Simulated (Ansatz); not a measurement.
Ba3TaGa3Si2O14: field gradients at two levels of theory

Cell: a structure deposited in the COD, ions relaxed with PBE at fixed cell.

```cif
data_Ba3TaGa3Si2O14
_symmetry_space_group_name_H-M 'P321'
_symmetry_Int_Tables_number 150
_cell_length_a 8.5150
_cell_length_b 8.5150
_cell_length_c 5.1920
_cell_angle_alpha 90.000
_cell_angle_beta 90.000
_cell_angle_gamma 120.000
loop_
_atom_site_label
_atom_site_type_symbol
_atom_site_symmetry_multiplicity
_atom_site_Wyckoff_symbol
_atom_site_fract_x
_atom_site_fract_y
_atom_site_fract_z
Ba Ba 3 e 0.4320 0.0000 0.0000
Ta Ta 1 a 0.0000 0.0000 0.0000
Ga Ga 3 f 0.7456 0.0000 0.5000
Si Si 2 d 0.3333 0.6667 0.4779
O10 O 2 d 0.3333 0.6667 0.7867
O12 O 6 g 0.4736 0.2980 0.6516
O18 O 6 g 0.2186 0.1037 0.2261
```

One atom of each set is listed.

First run. Computed with Ansatz: DFT, PBE, plane waves and PAW, scalar-relativistic, 420 eV cutoff, Γ-centred 4×4×5 k-points, Fermi–Dirac smearing 0.02 eV.

```csv
site,V_zz (10²¹ V/m²),η
Ba,6.57,0.97
Ta,-11.05,0.00
Ga,-6.61,0.05
Si,-2.41,0.00
O10,4.16,0.00
O12,7.32,0.37
O18,6.85,0.04
```

Second run. The same atoms and settings, except that spin–orbit coupling is included (fully relativistic PAW files).

(1) Given the first result, estimate the second.

Answers

(1) 

```json
{"site": "Ba", "V_zz": "6.60", "η": "0.97", "change of V_zz": "+0.03"}
{"site": "Ta", "V_zz": "-11.22", "η": "0.00", "change of V_zz": "-0.17"}
{"site": "Ga", "V_zz": "-6.59", "η": "0.05", "change of V_zz": "+0.02"}
{"site": "Si", "V_zz": "-2.41", "η": "0.00", "change of V_zz": "0.00"}
{"site": "O10", "V_zz": "4.16", "η": "0.00", "change of V_zz": "0.00"}
{"site": "O12", "V_zz": "7.32", "η": "0.37", "change of V_zz": "0.00"}
{"site": "O18", "V_zz": "6.86", "η": "0.04", "change of V_zz": "+0.01"}
```

The largest change of V_zz is on Ta, from -11.05 to -11.22. In per cent, |V_zz| changes by 0 on Ba, +1 on Ta, 0 on Ga, 0 on Si, 0 on O (all sites that start above 0.5).

With these PAW files V_zz is typically within 2 to 3 % of all-electron values, but misses above 10 % occur on Ta.
